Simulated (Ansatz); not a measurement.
Ir:
```
Ir
1.0
   -1.54389     1.54389     1.54389
    1.54389    -1.54389     1.54389
    1.54389     1.54389    -1.54389
Ir
1
Direct
  0.00000   0.00000   0.00000
```

Relaxed with r²SCAN. Special points in fractions of this cell's reciprocal vectors: Γ (0.000, 0.000, 0.000); H (0.500, -0.500, 0.500); N (0.000, 0.000, 0.500); P (0.250, 0.250, 0.250).

### Question
List the band energies nearest the Fermi level at these points for DFT-r²SCAN in the program Ansatz with PAW potentials.

### Answer
In eV from the Fermi level; about four levels below and three above (degenerate sets whole), none deeper than 8.9 eV; … stands for higher levels left out; points with the same levels are listed once.

```json
[
 {"k": "Γ", "below": "-3.62 -3.62 -3.62 -0.56 -0.56", "above": "…"},
 {"k": "H", "below": "-7.16 -7.16", "above": "1.62 1.62 1.62"},
 {"k": "N", "below": "-7.60 -5.49 -0.72 -0.05", "above": "0.04 2.33 …"},
 {"k": "P", "below": "-4.74 -4.74 -4.74", "above": "0.05 0.05 5.83"}
]
```

Space group Im-3m (bcc (W type)). The start of the workflow was typed in or built on a structure type; neither database checked (COD, Materials Project) lists it. It is not the phase usual at ambient conditions (space group No. 225). Symmetry was held in the r²SCAN relaxation. At this level the phase is mechanically unstable. No spin polarisation was allowed. Spin–orbit coupling is left out wherever it is not named.

Potentials: the later of the program's two PAW sets.
